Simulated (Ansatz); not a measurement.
GaO:
Space group P6₃/mmc (No. 194); a = b = 3.0755 Å, c = 12.4029 Å, α = β = 90.00°, γ = 120.00°

```csv
atom,site,symmetry,x,y,z
Ga,4f,3m.,0.3333,0.6667,0.1503
O,4f,3m.,0.6667,0.3333,0.0946
```

Relaxed with r²SCAN+D4. DFT-r²SCAN+D4 in the program Ansatz with PAW potentials gives a gap of 1.53 eV.

Question: What gap does HSE06 give on the same cell (Ansatz, PAW)?

Answer: 2.27 eV, 0.74 eV more. The hybrid was solved on a coarser mesh and at special points; the gap given is the minimum over both.

```
k  v1 r²SCAN+D4  c1 r²SCAN+D4  v1 HSE06  c1 HSE06
-  ------------  ------------  --------  --------
Γ          0.00          1.53     -0.13      2.27
A         -0.86          2.29       ___       ___
K         -0.18          3.86       ___       ___
H         -0.17          3.97      0.00      4.53
M         -0.22          2.81       ___       ___
L         -0.48          3.09       ___       ___
```

Question: Top valence (v1) and lowest conduction level (c1) in eV from each method's valence maximum (which need not be a listed point): supply the withheld HSE06 values.

Answer: 
- A, v1 HSE06: -0.96
- A, c1 HSE06: 3.01
- M, v1 HSE06: -0.14
- M, c1 HSE06: 3.37
- K, v1 HSE06: -0.01
- K, c1 HSE06: 4.42
- L, v1 HSE06: -0.40
- L, c1 HSE06: 3.65

Cost on shared cores: the r²SCAN+D4 run (SCF on a 10×10×3 mesh, then bands and DOS) very roughly 90 core-seconds, the HSE06 run (SCF on 6×6×2, then a few points) about 3 core-minutes (a rough figure); the tasks are unlike.

Space group P6_3/mmc. The start of the workflow was typed in or built on a structure type; neither database checked (COD, Materials Project) lists it. Its standing as an ambient phase is unchecked. The cell was relaxed with r²SCAN+D4 under the symmetry of its start; its stability against distortions is not shown here. Spin–orbit coupling is left out wherever it is not named.

Potentials: the earlier of the program's two PAW sets.
